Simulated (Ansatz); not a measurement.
MgO in space group P3m1 (No. 156; Pearson symbol hP12), plane-wave PAW r²SCAN (Ansatz code), all energies at zero smearing, with the estimated change up to a 700 eV cutoff added, with one set of potentials and settings (totals compare only within such a set). Cell of 12 atoms (6 Mg, 6 O): -14988.498 eV.

```tsv
element	reference phase	E (eV/atom)
Mg	P6_3/mmc, 2 atoms in the cell	-1926.4086
O	C2/m, 4 atoms in the cell, spin-polarised	-566.0281
```

Formation energy per atom, worked out: (-14988.498 − 6×(-1926.4086) − 6×(-566.0281))/12 = -2.823 eV/atom (-272 kJ per mol of atoms), at 0 K, without zero-point energy or fitted corrections.

The workflow started from a Materials Project entry (that database holds measured and hypothetical structures alike); the Crystallography Open Database copy checked does not list it. It is not the phase usual at ambient conditions (space group No. 225). Symmetry was held in the r²SCAN relaxation; its stability against distortions is not shown here. The references are the lowest solids computed at this level, not always the standard phases (solids in place of the gases).

Potentials: the later of the program's two PAW sets.
